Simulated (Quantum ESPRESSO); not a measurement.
Al2BInP4, input and log of a self-consistent run

Computed values, not a measurement. The program is pw.x of Quantum ESPRESSO 7.5 (plane-wave density functional theory). The cell is made up: 8 atoms on a zincblende/diamond lattice, with randomly drawn elements, strain and displacements, not relaxed. PseudoDojo standard norm-conserving files (v0.5 for PBE, v0.4.1 for LDA and PBEsol) set the functional; there is no spin polarisation, spin-orbit coupling or dispersion term, and the masses in the input are unused placeholders.

Input:

```
&control calculation='scf', pseudo_dir='./dojo.nc.sr.pbe.v0_5.standard.upf', outdir='./o', disk_io='medium', tprnfor=.true., tstress=.true. /
&system ibrav=0, nat=8, ntyp=4, nbnd=27, ecutwfc=79.96652505, nosym=.true., tot_charge=0,
 occupations='smearing', smearing='fd', degauss=0.0018374661
/
&electrons conv_thr=7.350e-09, electron_maxstep=60, /
ATOMIC_SPECIES
Al 1.0 Al.upf
B 1.0 B.upf
In 1.0 In.upf
P 1.0 P.upf
CELL_PARAMETERS angstrom
5.4651 0.0612 -0.0611
0.0612 5.5196 0.0829
-0.0611 0.0829 5.6265
ATOMIC_POSITIONS angstrom
Al 0.0152 0.0099 -0.0138
B 0.005 2.7853 2.8629
In 2.7275 0.0776 2.8034
Al 2.755 2.807 0.0065
P 1.352 1.4222 1.4067
P 1.3744 4.2231 4.3103
P 4.0849 1.512 4.1958
P 4.0806 4.1965 1.4155
K_POINTS automatic
4 4 4 1 1 1
```

The log is shortened where brackets say so; the opening notice, blank lines, dates and the lines on written files are dropped, and the path of the files is cut. It prints rydbergs, bohrs and kilobars, and counts compression as positive stress.

```
     Program PWSCF v.7.5
     Parallel version (MPI & OpenMP), running on       1 processor cores
     Number of MPI processes:                 1
     Threads/MPI process:                     1
     [start-up lines left out]
     bravais-lattice index     =            0
     lattice parameter (alat)  =      10.3288  a.u.
     unit-cell volume          =    1144.8175 (a.u.)^3
     number of atoms/cell      =            8
     number of atomic types    =            4
     number of electrons       =        42.00
     number of Kohn-Sham states=           27
     kinetic-energy cutoff     =      79.9665  Ry
     charge density cutoff     =     319.8661  Ry
     scf convergence threshold =      7.3E-09
     mixing beta               =       0.7000
     number of iterations used =            8  plain     mixing
     Exchange-correlation= PBE
                           (   1   4   3   4   0   0   0)
     [axes and pseudopotential details left out]
   Cartesian axes
     site n.     atom                  positions (alat units)
         1        Al     tau(   1) = (   0.0027809   0.0018113  -0.0025248  )
         2        B      tau(   2) = (   0.0009148   0.5095884   0.5237858  )
         3        In     tau(   3) = (   0.4990135   0.0141974   0.5128999  )
         4        Al     tau(   4) = (   0.5040448   0.5135585   0.0011892  )
         5        P      tau(   5) = (   0.2473570   0.2602005   0.2573647  )
         6        P      tau(   6) = (   0.2514552   0.7726430   0.7885968  )
         7        P      tau(   7) = (   0.7473585   0.2766300   0.7676483  )
         8        P      tau(   8) = (   0.7465717   0.7677764   0.2589747  )
     number of k points=    32  Fermi-Dirac smearing, width (Ry)=  0.0018
                       cart. coord. in units 2pi/alat
        k(    1) = (   0.1250183   0.1205776   0.1210105), wk =   0.0625000
        k(    2) = (   0.1277756   0.1168982   0.3639537), wk =   0.0625000
     [further k points left out]
     Dense  grid:   110595 G-vectors     FFT dimensions: (  60,  60,  64)
     Estimated max dynamical RAM per process >     134.60 MB
     Initial potential from superposition of free atoms
     starting charge      41.9904, renormalised to      42.0000
     Starting wfcs are   37 randomized atomic wfcs
     total cpu time spent up to now is        9.1 secs
     per-process dynamical memory:    82.6 Mb
     Self-consistent Calculation
     iteration #  1     ecut=    79.97 Ry     beta= 0.70
     Davidson diagonalization with overlap
     ethr =  1.00E-02,  avg # of iterations =  4.0
     Threshold (ethr) on eigenvalues was too large:
     Diagonalizing with lowered threshold
     Davidson diagonalization with overlap
     ethr =  6.41E-04,  avg # of iterations =  2.0
     total cpu time spent up to now is       41.4 secs
     total energy              =    -203.40876479 Ry
     estimated scf accuracy    <       0.28644195 Ry
     iteration #  2     ecut=    79.97 Ry     beta= 0.70
     Davidson diagonalization with overlap
     ethr =  6.82E-04,  avg # of iterations =  2.0
     total cpu time spent up to now is       58.4 secs
     total energy              =    -203.45489031 Ry
     estimated scf accuracy    <       0.07673170 Ry
     iteration #  3     ecut=    79.97 Ry     beta= 0.70
     Davidson diagonalization with overlap
     ethr =  1.83E-04,  avg # of iterations =  6.3
     total cpu time spent up to now is       82.3 secs
     total energy              =    -203.46743756 Ry
     estimated scf accuracy    <       0.03143195 Ry
     iteration #  4     ecut=    79.97 Ry     beta= 0.70
     Davidson diagonalization with overlap
     ethr =  7.48E-05,  avg # of iterations =  2.4
     total cpu time spent up to now is      101.3 secs
     total energy              =    -203.47511890 Ry
     estimated scf accuracy    <       0.00382004 Ry
     iteration #  5     ecut=    79.97 Ry     beta= 0.70
     Davidson diagonalization with overlap
     c_bands:  1 eigenvalues not converged
     ethr =  9.10E-06,  avg # of iterations =  7.5
     total cpu time spent up to now is      126.6 secs
     total energy              =    -203.47579908 Ry
     estimated scf accuracy    <       0.00019281 Ry
     iteration #  6     ecut=    79.97 Ry     beta= 0.70
     Davidson diagonalization with overlap
     c_bands:  1 eigenvalues not converged
     ethr =  4.59E-07,  avg # of iterations =  5.9
     total cpu time spent up to now is      152.0 secs
     total energy              =    -203.47585311 Ry
     estimated scf accuracy    <       0.00001829 Ry
     iteration #  7     ecut=    79.97 Ry     beta= 0.70
     Davidson diagonalization with overlap
     ethr =  4.35E-08,  avg # of iterations =  2.8
     total cpu time spent up to now is      171.8 secs
     total energy              =    -203.47585862 Ry
     estimated scf accuracy    <       0.00000043 Ry
     iteration #  8     ecut=    79.97 Ry     beta= 0.70
     Davidson diagonalization with overlap
     ethr =  1.02E-09,  avg # of iterations =  5.1
     total cpu time spent up to now is      200.6 secs
     total energy              =    -203.47585915 Ry
     estimated scf accuracy    <       0.00000012 Ry
     iteration #  9     ecut=    79.97 Ry     beta= 0.70
     Davidson diagonalization with overlap
     ethr =  2.81E-10,  avg # of iterations =  2.0
     total cpu time spent up to now is      218.2 secs
     total energy              =    -203.47585917 Ry
     estimated scf accuracy    <       0.00000001 Ry
     iteration # 10     ecut=    79.97 Ry     beta= 0.70
     Davidson diagonalization with overlap
     ethr =  2.44E-11,  avg # of iterations =  4.0
     total cpu time spent up to now is      236.9 secs
     End of self-consistent calculation
     [lines on levels left out]
!    total energy              =    -203.47585918 Ry
     estimated scf accuracy    <          2.7E-09 Ry
     smearing contrib. (-TS)   =      -0.00000000 Ry
     internal energy E=F+TS    =    -203.47585918 Ry
     The total energy is F=E-TS. E is the sum of the following terms:
     one-electron contribution =     -63.98842323 Ry
     hartree contribution      =      53.59754718 Ry
     xc contribution           =     -62.93447170 Ry
     ewald contribution        =    -130.15051143 Ry
     convergence has been achieved in  10 iterations
     Forces acting on atoms (cartesian axes, Ry/au):
     atom    1 type  1   force =    -0.00368307   -0.01057438    0.01921812
     atom    2 type  2   force =    -0.01291322    0.00351860   -0.00804119
     atom    3 type  3   force =     0.00355286   -0.00950682    0.01244937
     atom    4 type  1   force =     0.01086180   -0.02139474    0.01409876
     atom    5 type  4   force =    -0.07621068    0.07924452   -0.00230961
     atom    6 type  4   force =    -0.07964915   -0.05509118   -0.02743955
     atom    7 type  4   force =     0.06433975    0.08044156   -0.01050277
     atom    8 type  4   force =     0.09370171   -0.06663757    0.00252687
     Total force =     0.218961     Total SCF correction =     0.000094
     Computing stress (Cartesian axis) and pressure
          total   stress  (Ry/bohr**3)                   (kbar)     P=      -19.34
  -0.00008255  -0.00013595   0.00015381          -12.14      -20.00       22.63
  -0.00013595  -0.00010120  -0.00010745          -20.00      -14.89      -15.81
   0.00015381  -0.00010745  -0.00021063           22.63      -15.81      -30.98
     init_run     :      8.21s CPU      9.02s WALL (       1 calls)
     electrons    :    215.88s CPU    227.78s WALL (       1 calls)
     forces       :      3.75s CPU      3.82s WALL (       1 calls)
     stress       :     13.33s CPU     13.42s WALL (       1 calls)
     [timing details left out]
     PWSCF        :   4m 1.36s CPU   4m14.35s WALL
     JOB DONE.
```

In other units: free energy -2768.430 eV for the cell, pressure -1.93 GPa, largest force component 2.409 eV/Å. A rerun of this cell at 1377 eV and a 6 x 6 x 6 mesh moved values by no more than 0.007 eV in energy, 0.02 GPa in stress and 0.002 eV/Å in force.